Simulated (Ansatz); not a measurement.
## BaNi2P2: pressure against volume

BaNi2P2, I4/mmm, a = 3.858 Å, c = 11.859 Å. The structure is a Materials Project entry; whether it is the stable form wasn't checked. Ansatz: PBEsol, PAW, 420 eV, Γ-centred 12×12×12 mesh on 5 atoms, Gaussian smearing 0.10 eV; no spin polarisation. Shape and atoms are relaxed at each volume; pressure is positive in compression.

| V (Å³/atom) | P (GPa) |
| --- | --- |
| 15.533 | ? |
| 16.062 | 9.84 |
| 16.592 | 5.99 |
| 17.121 | 2.75 |
| 17.651 | 0.00 |
| 18.180 | -2.32 |
| 18.710 | -4.28 |
| 19.416 | -6.41 |

Question: Take V0 = 17.651 Å³/atom, fit the third-order Birch–Murnaghan form to the other rows, and predict the missing pressure.

Answer: With the Eulerian strain f = ½[(V0/V)^(2/3) − 1] and y = P/[3f(1 + 2f)^(5/2)], the form is the line y = B0 + 1.5 B0 (B0′ − 4) f. Rows (f, y): 0.03246, 86.3; 0.02106, 85.5; 0.01027, 84.8; -0.00975, 83.3; -0.01905, 82.5; -0.03078, 81.4. Means f = 0.0007017, y = 83.967; Σ(Δf)² = 0.003005, ΣΔfΔy = 0.2300; the slope is their ratio. y = 83.91 + 76.55 f GPa, so B0 = 83.9 GPa and B0′ = 4 + 2 × (76.55)/(3 × 83.91) = 4.61. At V = 15.533, f = 0.04448, y = 87.31 and P = 14.42 GPa. The run gave 14.37 GPa, so the fit is 0.05 GPa too high, a small miss on the scale of the series.

Spin polarisation was left out, and a magnetic state may lie lower.

Cost: 8 runs of about 6.7 core-minutes in all, on AMD EPYC 9R45 (Zen 5) (shared hosts).